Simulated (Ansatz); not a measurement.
MoW:
```xyz
2
Lattice="0.0000 2.6200 2.6200 2.6200 0.0000 2.6200 2.6200 2.6200 0.0000" Properties=species:S:1:pos:R:3 pbc="T T T"
Mo     0.0000     0.0000     0.0000
W      2.6200     2.6200     2.6200
```

Relaxed with PBE. Special points in fractions of this cell's reciprocal vectors: Γ (0.000, 0.000, 0.000); X (0.500, 0.000, 0.500); U (0.625, 0.250, 0.625); K (0.375, 0.375, 0.750); L (0.500, 0.500, 0.500); W (0.500, 0.250, 0.750).

Problem. List the band energies nearest the Fermi level at these points for PBE with spin–orbit coupling in the plane-wave PAW code Ansatz.

Solution. In eV from the Fermi level; about four levels below and three above (degenerate sets whole), none deeper than 8.9 eV; points with the same levels are listed once.

```tsv
k	below	above
Γ	-3.84 -3.84 -3.84 -3.84 -3.65 -3.65	4.08 4.08 4.08 4.08
X	-2.48 -2.48 -0.41 -0.41	0.63 0.63 0.77 0.77
U	-2.32 -2.32 -0.19 -0.19	1.58 1.58 1.84 1.84
L	-1.16 -1.16 -0.82 -0.82	0.34 0.34 0.48 0.48
W	-0.51 -0.51 -0.50 -0.50	0.87 0.87 1.36 1.36
```

Space group Fm-3m (rock salt). The start of the workflow was typed in or built on a structure type; neither database checked (COD, Materials Project) lists it. Its standing as an ambient phase is unchecked. The cell was relaxed with PBE under the symmetry of its start; whether a distortion lowers the energy is not shown. No spin polarisation was allowed. Its formation energy is positive at this level, so the cell may be metastable or incomplete.

Potentials: the later of the program's two PAW sets.
